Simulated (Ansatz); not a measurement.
Given:

Ta3Sn:
```
CELL_PARAMETERS angstrom
      0.00000     3.31695     3.31695
      3.31695     0.00000     3.31695
      3.31695     3.31695     0.00000
ATOMIC_POSITIONS crystal
  Sn 0.00000 0.00000 0.00000
  Ta 0.50000 0.50000 0.50000
  Ta 0.25000 0.25000 0.25000
  Ta 0.75000 0.75000 0.75000
```

This is the PBEsol-relaxed structure.

**Question.** All from PBEsol (plane waves, PAW; program Ansatz), unless another level is named. Predict the bulk modulus (Birch–Murnaghan fit).

**Answer.** 1890 kbar.

**Question.** Next, the highest zone-centre frequency?

**Answer.** 190 cm⁻¹.

**Question.** What about the elastic constants (relaxed ions, GPa)?

**Answer.** C11 = 148, C12 = 210, C44 = 72.2.

Space group Fm-3m. A made-up cell: these elements were put on the sites of a structure type; neither database checked (COD, Materials Project) lists it. COD files the formula under space group No. 223. Whether it is the stable phase at ambient conditions was not checked. The PBEsol relaxation kept the symmetry of its start. At this level the phase is mechanically unstable. No spin polarisation was allowed. As this level gives no gap, shear constants depend on the k-mesh and smearing (Fermi–Dirac, 0.1 eV here). As this level gives no gap, phonon frequencies hold no LO–TO term and depend on the k-mesh and smearing (Fermi–Dirac, 0.1 eV here). Scalar-relativistic: spin–orbit coupling is off unless named, which matters more the heavier the elements.

Potentials: the earlier of the program's two PAW sets. The files were generated under PBE; for other functionals the program regenerates the frozen cores, and for LDA and PBEsol the local potential too.
